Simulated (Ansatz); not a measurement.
Input:

ScRhN$_{2}$:
```cif
data_N2RhSc
_chemical_formula_sum 'Sc1 Rh1 N2'
_space_group_name_H-M_alt 'P 1'
_space_group_IT_number 1
_cell_length_a 6.16241
_cell_length_b 6.16241
_cell_length_c 6.16241
_cell_angle_alpha 30.596
_cell_angle_beta 30.596
_cell_angle_gamma 30.596
loop_
_space_group_symop_operation_xyz
  'x, y, z'
loop_
_atom_site_label
_atom_site_type_symbol
_atom_site_fract_x
_atom_site_fract_y
_atom_site_fract_z
_atom_site_occupancy
Sc1 Sc 0.50000 0.50000 0.50000 1
Rh1 Rh 0.00000 0.00000 0.00000 1
N1 N 0.89600 0.89600 0.89600 1
N2 N 0.10400 0.10400 0.10400 1
```
The run is spin-polarised; directions of the spins, atom by atom: 0 ↑ 0 0.

This is the r²SCAN-relaxed structure.

Problem. All from DFT-r²SCAN in the program Ansatz with PAW potentials, unless another level is named. Estimate the electronic character.

Solution. metallic (no gap).

Problem. What about the formation energy from the elements (no fitted shifts)?

Solution. -0.37 eV/atom.

Problem. What about the density of states at the Fermi level?

Solution. 0.74 states/eV per atom (mean over ±0.08 eV).

Space group R-3m. The start of the workflow was typed in or built on a structure type; neither database checked (COD, Materials Project) lists it. Whether it is the stable phase at ambient conditions was not checked. Symmetry was held in the r²SCAN relaxation; whether a distortion lowers the energy is not shown. Magnetic state: ferromagnetic, the only order run, not a proven ground state. Other orbital occupations within this spin state were not tried. No Hubbard U is applied. The references are the lowest solids computed at this level, not always the standard phases (solids in place of the gases). Scalar-relativistic: spin–orbit coupling is off unless named, which matters more the heavier the elements.

Potentials: the earlier of the program's two PAW sets.
